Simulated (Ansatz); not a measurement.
# Structure relaxation, SrTiO₃

The start is a relaxed SrTiO3 cell shaken by Gaussian noise of σ = 0.08 Å a coordinate. Cell shape, volume and atoms are optimised at zero target pressure with PBE (plane waves to 420 eV, PAW, scalar-relativistic; Ansatz, a program for electronic structure). First-step values are on the input's coarse k-mesh.

Ansatz input (later rounds restart from its end on a renewed k-mesh):
Ansatz 0.2 input:
```yaml
crystal:
  lattice:
    - [2.6871658187, -6.9809826179, 0]
    - [2.6871658187, 6.9809826179, 0]
    - [0, 0, 4.8807338283]
  atoms:
    - { symbol: O, position: [0.7645231909, 0.2654726283, 0.2594186798] }
    - { symbol: O, position: [0.2767315887, 0.7709164493, 0.7583156551] }
    - { symbol: O, position: [0.0382317698, 0.9236244224, 0.3001342683] }
    - { symbol: O, position: [0.9632798669, 0.0795074477, 0.6881680765] }
    - { symbol: O, position: [0.4481509042, 0.5740839272, 0.3139247297] }
    - { symbol: O, position: [0.5370836577, 0.4116181712, 0.6919415079] }
    - { symbol: Sr, position: [0.215724522, 0.7291728326, 0.2684444545] }
    - { symbol: Sr, position: [0.7295224884, 0.2451134931, 0.7574018126] }
    - { symbol: Ti, position: [0.2768841812, 0.2442846276, 0.4815369462] }
    - { symbol: Ti, position: [0.7624914536, 0.7510426858, 0.4979046103] }
basis: { ecutwfc: 420, ecutrho_ratio: 4, xc_grid: 2, fft_grid_basis: typed }
kpoints: { mp_grid: { grid: [5, 5, 5] } }
hamiltonian:
  xc: pbe
  dispersion: none
  pseudopotentials: { kind: paw }
scf: { occupations: { method: fermi_dirac, width: 0.05 } }
relax: { f_tol: 0.01, max_steps: 100, cell: { stress_tol: 0.02 } }
output: { forces: true, stress: true }
```

```yaml
energy_released: 0.60 eV/atom
relative_to_the_parent: "It does not go back: it reaches P-1 (No. 2), 0.49 eV/atom below the parent"
band_gap_at_the_end: 3.68 eV, direct at Γ (no spin-orbit coupling)
optimiser_moves: 52
```

The end point of the relaxation:

```xyz
10
Lattice="5.3654 0.0000 0.0000 0.3356 5.5834 0.0000 0.3913 1.9868 6.0459" Properties=species:S:1:pos:R:3 pbc="T T T"
O      4.3393     1.8769     2.2195
O      1.7530     5.6933     3.8264
O      5.5888     3.9993     0.4079
O      0.5035     3.5709     5.6379
O      2.9305     4.0327     0.2301
O      3.1619     3.5375     5.8157
Sr     1.6380     5.7847     1.4142
Sr     4.4543     1.7855     4.6317
Ti     4.2007     2.5732     0.6144
Ti     1.8917     4.9970     5.4315
```

Final values are on a 6×6×6 k-mesh of the relaxed cell. The start holds a very short contact (O–Ti 1.67 Å). No spin polarisation in the result.

The relaxed structure here is a generated cell of SrTiO3: the first start was made by a random draw of sites in a space group, and the end was not matched to a known phase here, so it may be hypothetical. Known forms of SrTiO3 include space group No. 221.
